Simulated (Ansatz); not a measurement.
AlP:
```
CELL_PARAMETERS angstrom
      3.85090     0.00000     0.00000
     -1.92545     3.33498     0.00000
      0.00000     0.00000     8.68955
ATOMIC_POSITIONS crystal
  Al 0.00000 0.49990 0.66667
  Al 0.50010 0.50010 0.00000
  Al 0.49990 0.00000 0.33333
  P  0.00000 0.49994 0.16667
  P  0.50006 0.50006 0.50000
  P  0.49994 0.00000 0.83333
```

Relaxed with PBE. Special points in fractions of this cell's reciprocal vectors: Γ (0.000, 0.000, 0.000); M (0.500, 0.000, 0.000); K (0.333, 0.333, 0.000); A (0.000, 0.000, 0.500); L (0.500, 0.000, 0.500); H (0.333, 0.333, 0.500).

Task: List the band energies nearest the valence-band maximum at these points for the program Ansatz at the PBE level (PAW).

Result: In eV from the valence-band maximum; about four levels below and three above (degenerate sets whole), none deeper than 8.9 eV; points with the same levels are listed once.

| k | below | above |
|---|---|---|
| Γ | -0.35 -0.35 -0.06 0.00 | 2.07 2.12 2.12 |
| M | -2.40 -1.82 -1.60 -1.54 | 0.95 1.48 1.59 |
| K | -3.56 -3.56 -2.14 -1.57 -1.57 | 1.20 2.52 2.52 |
| A | -0.57 -0.40 -0.19 -0.19 | 1.88 2.79 2.79 |
| L | -2.30 -1.93 -1.79 -1.34 | 1.56 2.04 2.33 |
| H | -3.43 -3.43 -2.24 -1.31 | 2.44 3.54 3.54 |

Space group P6_422. The start of the workflow was typed in or built on a structure type; neither database checked (COD, Materials Project) lists it. It is not the phase usual at ambient conditions (space group No. 216). The cell was relaxed with PBE under the symmetry of its start; whether a distortion lowers the energy is not shown. Point labels and valley counts follow the cell and symmetry of the run, lower than the named group.

Potentials: the later of the program's two PAW sets.
